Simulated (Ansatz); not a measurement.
LiF:
```yaml
crystal:
  lattice:
    - [3.27901, 0.00000, 0.00000]
    - [-1.63950, 2.83970, 0.00000]
    - [0.00000, 0.00000, 4.03604]
  atoms:
    - { symbol: Li, position: [0.33333, 0.66667, 0.25000] }
    - { symbol: Li, position: [0.66667, 0.33333, 0.75000] }
    - { symbol: F, position: [0.33333, 0.66667, 0.75000] }
    - { symbol: F, position: [0.66667, 0.33333, 0.25000] }
```

Relaxed with PBE+D3(BJ). Special points in fractions of this cell's reciprocal vectors: Γ (0.000, 0.000, 0.000); M (0.500, 0.000, 0.000); K (0.333, 0.333, 0.000); A (0.000, 0.000, 0.500); L (0.500, 0.000, 0.500); H (0.333, 0.333, 0.500).

Question: List the band energies nearest the valence-band maximum at these points for DFT-PBE+D3(BJ) in the program Ansatz with PAW potentials.

Answer: In eV from the valence-band maximum; about four levels below and three above (degenerate sets whole), none deeper than 8.9 eV; … stands for higher levels left out; points with the same levels are listed once.

```csv
k,below,above
Γ,-1.26 -1.26 -0.49 -0.49 0.00,7.77 14.61 16.28
M,-1.78 -1.06 -0.88 -0.50,10.47 13.53 15.05
K,-1.32 -1.32 -1.14 -1.14 -0.82,11.11 14.95 14.95
A,-0.87 -0.87 -0.87 -0.87,10.25 10.25 …
L,-1.19 -1.19 -0.41 -0.41,10.97 10.97 …
H,-1.83 -1.83 -0.14 -0.14,12.24 12.24 …
```

Space group P6_3/mmc. The start of the workflow was typed in or built on a structure type; neither database checked (COD, Materials Project) lists it. It is not the phase usual at ambient conditions (space group No. 225). The PBE+D3(BJ) relaxation kept the symmetry of its start; whether a distortion lowers the energy is not shown. The volume moved by -41 % from the start of the relaxation.

Potentials: the later of the program's two PAW sets.
